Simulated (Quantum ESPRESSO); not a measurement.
## Hf4TaWSnAl (input and log of a self-consistent run)

A calculation, not a measurement. The program is pw.x of Quantum ESPRESSO 7.5 (plane-wave density functional theory). The cell is made up: eight metal atoms on a face-centred cubic lattice, with elements, volume, strain and displacements drawn at random and not relaxed, so it may be unstable or far from any real phase. PseudoDojo standard norm-conserving files set the functional (PBE unless stated); there is no spin polarisation or spin-orbit coupling, the Fermi-Dirac width of 0.25 eV means electrons at about 2900 K, and the masses in the input are unused placeholders. The tin pseudopotential is less sure than most, with forces differing by about three percent from a second method on plain tin. Heavy elements are run without spin-orbit coupling, which real alloys of them have. A spin test at this wide smearing found no moment, but such smearing suppresses magnetism that the real alloy may have.

Input:

```
&control calculation='scf', pseudo_dir='./dojo.nc.sr.pbe.v0_5.standard.upf', outdir='./o', disk_io='medium', tprnfor=.true., tstress=.true. /
&system ibrav=0, nat=8, ntyp=5, nbnd=62, ecutwfc=74.01313486, nosym=.true., tot_charge=0,
 occupations='smearing', smearing='fd', degauss=0.0183746611
/
&electrons conv_thr=1.470e-08, electron_maxstep=70, mixing_beta=0.5 /
ATOMIC_SPECIES
Al 1.0 Al.upf
Hf 1.0 Hf.upf
Sn 1.0 Sn.upf
Ta 1.0 Ta.upf
W 1.0 W.upf
CELL_PARAMETERS angstrom
-0.045 -2.2034 -2.2103
-6.7636 -2.2728 -0.0656
-2.2508 4.3377 -6.6065
ATOMIC_POSITIONS angstrom
Hf -0.0232 0.0454 -0.0698
Hf -2.2466 2.171 -4.442
Ta -2.2448 0.0099 -2.2602
W -4.4959 2.0807 -6.5243
Hf -4.6119 -0.0224 -4.3511
Hf -4.5517 -2.3235 -2.1058
Sn -6.6936 -0.1439 -6.7597
Al -6.7216 -2.3298 -4.4988
K_POINTS automatic
8 4 3 1 1 1
```

The log is shortened where brackets say so; the opening notice, blank lines, dates and the lines on written files are dropped, and the path of the files is cut. It prints rydbergs, bohrs and kilobars, and counts compression as positive stress. Its total energy is the free energy E - TS of the whole cell.

```
     Program PWSCF v.7.5
     Parallel version (MPI & OpenMP), running on       1 processor cores
     Number of MPI processes:                 1
     Threads/MPI process:                     1
     [start-up lines left out]
     bravais-lattice index     =            0
     lattice parameter (alat)  =       5.8984  a.u.
     unit-cell volume          =    1171.4849 (a.u.)^3
     number of atoms/cell      =            8
     number of atomic types    =            5
     number of electrons       =        92.00
     number of Kohn-Sham states=           62
     kinetic-energy cutoff     =      74.0131  Ry
     charge density cutoff     =     296.0525  Ry
     scf convergence threshold =      1.5E-08
     mixing beta               =       0.5000
     number of iterations used =            8  plain     mixing
     Exchange-correlation= PBE
                           (   1   4   3   4   0   0   0)
     [axes and pseudopotential details left out]
   Cartesian axes
     site n.     atom                  positions (alat units)
         1        Hf     tau(   1) = (  -0.0074328   0.0145453  -0.0223626  )
         2        Hf     tau(   2) = (  -0.7197676   0.6955468  -1.4231316  )
         3        Ta     tau(   3) = (  -0.7191909   0.0031718  -0.7241247  )
         4        W      tau(   4) = (  -1.4404002   0.6666164  -2.0902606  )
         5        Hf     tau(   5) = (  -1.4775643  -0.0071765  -1.3940090  )
         6        Hf     tau(   6) = (  -1.4582774  -0.7444048  -0.6746579  )
         7        Sn     tau(   7) = (  -2.1445011  -0.0461028  -2.1656783  )
         8        Al     tau(   8) = (  -2.1534718  -0.7464232  -1.4413293  )
     number of k points=    48  Fermi-Dirac smearing, width (Ry)=  0.0184
                       cart. coord. in units 2pi/alat
        k(    1) = (  -0.0516926  -0.0157705  -0.0714860), wk =   0.0416667
        k(    2) = (   0.0067912  -0.1949323   0.1059259), wk =   0.0416667
     [further k points left out]
     Dense  grid:   100797 G-vectors     FFT dimensions: (  36,  75,  90)
     Estimated max dynamical RAM per process >     191.80 MB
     Initial potential from superposition of free atoms
     starting charge      91.9872, renormalised to      92.0000
     Starting wfcs are   73 randomized atomic wfcs
     total cpu time spent up to now is       39.9 secs
     per-process dynamical memory:   115.4 Mb
     Self-consistent Calculation
     iteration #  1     ecut=    74.01 Ry     beta= 0.50
     Davidson diagonalization with overlap
     ethr =  1.00E-02,  avg # of iterations =  2.3
     Threshold (ethr) on eigenvalues was too large:
     Diagonalizing with lowered threshold
     Davidson diagonalization with overlap
     ethr =  2.95E-04,  avg # of iterations =  4.9
     total cpu time spent up to now is      283.7 secs
     total energy              =    -895.35706046 Ry
     estimated scf accuracy    <       0.31401127 Ry
     iteration #  2     ecut=    74.01 Ry     beta= 0.50
     Davidson diagonalization with overlap
     ethr =  3.41E-04,  avg # of iterations =  6.8
     total cpu time spent up to now is      437.7 secs
     total energy              =    -895.17479388 Ry
     estimated scf accuracy    <       2.47959766 Ry
     iteration #  3     ecut=    74.01 Ry     beta= 0.50
     Davidson diagonalization with overlap
     ethr =  3.41E-04,  avg # of iterations =  6.3
     total cpu time spent up to now is      561.2 secs
     total energy              =    -895.39928573 Ry
     estimated scf accuracy    <       0.52738405 Ry
     iteration #  4     ecut=    74.01 Ry     beta= 0.50
     Davidson diagonalization with overlap
     ethr =  3.41E-04,  avg # of iterations =  2.0
     total cpu time spent up to now is      661.5 secs
     total energy              =    -895.42961177 Ry
     estimated scf accuracy    <       0.12082303 Ry
     iteration #  5     ecut=    74.01 Ry     beta= 0.50
     Davidson diagonalization with overlap
     ethr =  1.31E-04,  avg # of iterations =  2.0
     total cpu time spent up to now is      757.7 secs
     total energy              =    -895.44178734 Ry
     estimated scf accuracy    <       0.08106356 Ry
     [iterations 6 to 12 left out]
     iteration # 13     ecut=    74.01 Ry     beta= 0.50
     Davidson diagonalization with overlap
     ethr =  5.27E-09,  avg # of iterations =  2.0
     total cpu time spent up to now is     1358.4 secs
     total energy              =    -895.45006720 Ry
     estimated scf accuracy    <       0.00000055 Ry
     iteration # 14     ecut=    74.01 Ry     beta= 0.50
     Davidson diagonalization with overlap
     ethr =  5.97E-10,  avg # of iterations =  4.3
     total cpu time spent up to now is     1420.0 secs
     total energy              =    -895.45006722 Ry
     estimated scf accuracy    <       0.00000118 Ry
     iteration # 15     ecut=    74.01 Ry     beta= 0.50
     Davidson diagonalization with overlap
     ethr =  5.97E-10,  avg # of iterations =  2.3
     total cpu time spent up to now is     1483.2 secs
     total energy              =    -895.45006727 Ry
     estimated scf accuracy    <       0.00000081 Ry
     iteration # 16     ecut=    74.01 Ry     beta= 0.50
     Davidson diagonalization with overlap
     ethr =  5.97E-10,  avg # of iterations =  1.8
     total cpu time spent up to now is     1533.9 secs
     total energy              =    -895.45006735 Ry
     estimated scf accuracy    <       0.00000009 Ry
     iteration # 17     ecut=    74.01 Ry     beta= 0.50
     Davidson diagonalization with overlap
     ethr =  1.00E-10,  avg # of iterations =  2.0
     total cpu time spent up to now is     1595.9 secs
     End of self-consistent calculation
     [lines on levels left out]
!    total energy              =    -895.45006736 Ry
     estimated scf accuracy    <          3.6E-09 Ry
     smearing contrib. (-TS)   =      -0.12447027 Ry
     internal energy E=F+TS    =    -895.32559708 Ry
     The total energy is F=E-TS. E is the sum of the following terms:
     one-electron contribution =    -240.77649126 Ry
     hartree contribution      =     155.92681900 Ry
     xc contribution           =    -222.59763760 Ry
     ewald contribution        =    -587.87828723 Ry
     convergence has been achieved in  17 iterations
     Forces acting on atoms (cartesian axes, Ry/au):
     atom    1 type  2   force =    -0.03855363   -0.02525073    0.03528000
     atom    2 type  2   force =    -0.01567470   -0.00396035    0.00530957
     atom    3 type  4   force =     0.01502162    0.00512144   -0.00061394
     atom    4 type  5   force =     0.00947338    0.00231016   -0.00978015
     atom    5 type  2   force =     0.04354784   -0.02150253   -0.00706606
     atom    6 type  2   force =     0.03520578    0.04251361   -0.06159218
     atom    7 type  3   force =    -0.02276481    0.01280343    0.01070691
     atom    8 type  1   force =    -0.02625548   -0.01203504    0.02775584
     Total force =     0.125506     Total SCF correction =     0.000271
     Computing stress (Cartesian axis) and pressure
          total   stress  (Ry/bohr**3)                   (kbar)     P=      -73.14
  -0.00059104  -0.00003178  -0.00015346          -86.94       -4.67      -22.57
  -0.00003178  -0.00045404  -0.00009255           -4.67      -66.79      -13.61
  -0.00015346  -0.00009255  -0.00044650          -22.57      -13.61      -65.68
     init_run     :     37.85s CPU     39.55s WALL (       1 calls)
     electrons    :   1487.58s CPU   1556.06s WALL (       1 calls)
     forces       :     13.15s CPU     13.30s WALL (       1 calls)
     stress       :     66.26s CPU     68.47s WALL (       1 calls)
     [timing details left out]
     PWSCF        :  26m45.54s CPU  28m 0.95s WALL
     JOB DONE.
```

In other units: free energy -12183.219 eV for the cell, pressure -7.31 GPa, largest force component 1.584 eV/Å in size. The run took 1683 s of wall time with one process on a shared machine (AMD EPYC, Zen 5, virtual cores), so the time is rough. A rerun of this cell at a higher cutoff and on a denser mesh moved values by no more than 0.004 eV in energy, 0.03 GPa in stress and 0.006 eV/Å in force, and a second program with other atomic files agreed on that cell to 2 % rms in force and 0.5 GPa in pressure.